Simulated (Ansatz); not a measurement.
## AgAu3: computed property card

AgAu$_{3}$ (Cu3Au type, space group No. 221), a = 4.0337 Å, b = 4.0337 Å, c = 4.0337 Å, α = 90.00°, β = 90.00°, γ = 90.00°.

Space group Pm-3m (No. 221), Cu3Au type; conventional cell a = 4.034 Å, b = 4.034 Å, c = 4.034 Å, α = 90.00°, β = 90.00°, γ = 90.00°.

Method: the program Ansatz at the LDA level (PAW). The cell and atoms are relaxed at this level. Other levels are named where they apply.

Cell and energy:

```
Item                                                           Result
-----------------------------------------------------  --------------
Volume per atom                                              16.41 Å³
Density                                                   17.68 g/cm³
Formation energy from the elements (no fitted shifts)  -0.046 eV/atom
```

Electronic structure:

```
Item                                                                        Result
------------------------------------  --------------------------------------------
Electronic character                                             metallic (no gap)
Density of states at the Fermi level  0.25 states/eV per atom (mean over ±0.08 eV)
```

Mechanics:

```
Property                                                                      Result
--------------------------------------------  --------------------------------------
Bulk modulus (Birch–Murnaghan fit)                                           179 GPa
Pressure derivative B′                                                           5.6
Elastic constants (relaxed ions, GPa)               C11 = 204, C12 = 168, C44 = 44.5
Mechanical stability                          stable (all eigenvalues of C positive)
Hill bulk and shear moduli                                          180 and 31.0 GPa
Young's modulus                                                             87.9 GPa
Poisson's ratio                                                                 0.42
Debye temperature from the elastic constants                                   176 K
```

Phonons:

```
Item                                            Value
-----------------------------  ----------------------
Highest zone-centre frequency                167 cm⁻¹
Zone-centre stability          no imaginary mode at Γ
```

The first step of the workflow began from a Materials Project structure, measured or hypothetical; the Crystallography Open Database copy checked does not list it. Its standing as an ambient phase is unchecked. The LDA relaxation kept the symmetry of its start. The run is not spin-polarised. As this level gives no gap, shear constants depend on the k-mesh and smearing (Fermi–Dirac, 0.1 eV here). As this level gives no gap, phonon frequencies hold no LO–TO term and depend on the k-mesh and smearing (Fermi–Dirac, 0.1 eV here). The references are the lowest solids computed at this level, not always the standard phases. Scalar-relativistic: spin–orbit coupling is off unless named, which matters more the heavier the elements.

Potentials: the later of the program's two PAW sets.
